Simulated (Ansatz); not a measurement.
Os:
```cif
data_Os
_chemical_formula_sum 'Os1'
_space_group_name_H-M_alt 'P 1'
_space_group_IT_number 1
_cell_length_a 2.66007
_cell_length_b 2.66007
_cell_length_c 2.66007
_cell_angle_alpha 109.471
_cell_angle_beta 109.471
_cell_angle_gamma 109.471
loop_
_space_group_symop_operation_xyz
  'x, y, z'
loop_
_atom_site_label
_atom_site_type_symbol
_atom_site_fract_x
_atom_site_fract_y
_atom_site_fract_z
_atom_site_occupancy
Os1 Os 0.00000 0.00000 0.00000 1
```

Relaxed with r²SCAN.

Question: Which orbitals make up the states near the Fermi level in r²SCAN (plane waves, PAW; program Ansatz)?

Answer: Within 0.5 eV of the Fermi level: Os 5d 98 %. Projections are on Löwdin-orthogonalised atomic valence shells; empty p or d shells of many metals are not among them.

Question: Tabulate the density of states.

Answer: States/eV per cell of 1 atom, in 0.25 eV bins, energy from the Fermi level.

| E (eV) | total | Os 5d | Os 6s | Os 5p |
|---|---|---|---|---|
| -7.85 | 0.63 | 0.37 | 0.24 | 0.01 |
| -7.60 | 0.67 | 0.43 | 0.23 | 0.01 |
| -7.35 | 0.77 | 0.54 | 0.21 | 0.01 |
| -7.10 | 0.85 | 0.64 | 0.19 | 0.01 |
| -6.85 | 0.97 | 0.78 | 0.17 | 0.01 |
| -6.60 | 1.19 | 1.01 | 0.16 | 0.01 |
| -6.35 | 1.09 | 0.95 | 0.13 | 0.01 |
| -6.10 | 0.61 | 0.54 | 0.05 | 0.01 |
| -5.85 | 0.38 | 0.35 | 0.02 | 0.00 |
| -5.60 | 1.21 | 1.18 | 0.01 | 0.01 |
| -5.35 | 1.65 | 1.61 | 0.01 | 0.01 |
| -5.10 | 1.79 | 1.73 | 0.02 | 0.02 |
| -4.85 | 1.19 | 1.14 | 0.03 | 0.01 |
| -4.60 | 1.03 | 0.97 | 0.04 | 0.01 |
| -4.35 | 1.00 | 0.91 | 0.06 | 0.01 |
| -4.10 | 1.50 | 1.32 | 0.11 | 0.02 |
| -3.85 | 1.92 | 1.68 | 0.15 | 0.02 |
| -3.60 | 1.14 | 0.99 | 0.09 | 0.01 |
| -3.35 | 0.62 | 0.50 | 0.07 | 0.01 |
| -3.10 | 0.50 | 0.40 | 0.05 | 0.01 |
| -2.85 | 0.45 | 0.36 | 0.04 | 0.00 |
| -2.60 | 0.43 | 0.35 | 0.04 | 0.00 |
| -2.35 | 0.43 | 0.36 | 0.03 | 0.00 |
| -2.10 | 0.46 | 0.40 | 0.02 | 0.00 |
| -1.85 | 0.64 | 0.57 | 0.03 | 0.00 |
| -1.60 | 0.79 | 0.73 | 0.03 | 0.00 |
| -1.35 | 0.87 | 0.80 | 0.02 | 0.00 |
| -1.10 | 0.94 | 0.88 | 0.02 | 0.00 |
| -0.85 | 1.08 | 1.03 | 0.02 | 0.00 |
| -0.60 | 1.26 | 1.22 | 0.01 | 0.00 |
| -0.35 | 1.23 | 1.21 | 0.01 | 0.00 |
| -0.10 | 1.30 | 1.27 | 0.01 | 0.00 |
| 0.15 | 1.30 | 1.28 | 0.01 | 0.00 |
| 0.40 | 1.42 | 1.40 | 0.01 | 0.00 |
| 0.65 | 2.72 | 2.64 | 0.06 | 0.00 |
| 0.90 | 1.23 | 1.12 | 0.08 | 0.00 |
| 1.15 | 0.88 | 0.77 | 0.08 | 0.00 |
| 1.40 | 0.71 | 0.60 | 0.08 | 0.00 |
| 1.65 | 0.62 | 0.51 | 0.08 | 0.00 |
| 1.90 | 0.57 | 0.47 | 0.07 | 0.00 |
| 2.15 | 0.55 | 0.45 | 0.07 | 0.00 |
| 2.40 | 0.51 | 0.41 | 0.06 | 0.00 |
| 2.65 | 0.37 | 0.28 | 0.06 | 0.00 |
| 2.90 | 0.29 | 0.20 | 0.07 | 0.00 |
| 3.15 | 0.27 | 0.17 | 0.07 | 0.00 |
| 3.40 | 0.28 | 0.17 | 0.07 | 0.00 |
| 3.65 | 0.26 | 0.14 | 0.07 | 0.00 |
| 3.90 | 0.25 | 0.12 | 0.07 | 0.00 |
| 4.15 | 0.24 | 0.11 | 0.07 | 0.00 |
| 4.40 | 0.24 | 0.10 | 0.07 | 0.00 |
| 4.65 | 0.24 | 0.09 | 0.07 | 0.00 |

Space group Im-3m (bcc (W type)). The start of the workflow was typed in or built on a structure type; neither database checked (COD, Materials Project) lists it. It is not the phase usual at ambient conditions (space group No. 194). The r²SCAN relaxation kept the symmetry of its start. At this level the phase is mechanically unstable. The run is not spin-polarised. Scalar-relativistic: spin–orbit coupling is off unless named, which matters more the heavier the elements.

Potentials: the earlier of the program's two PAW sets.
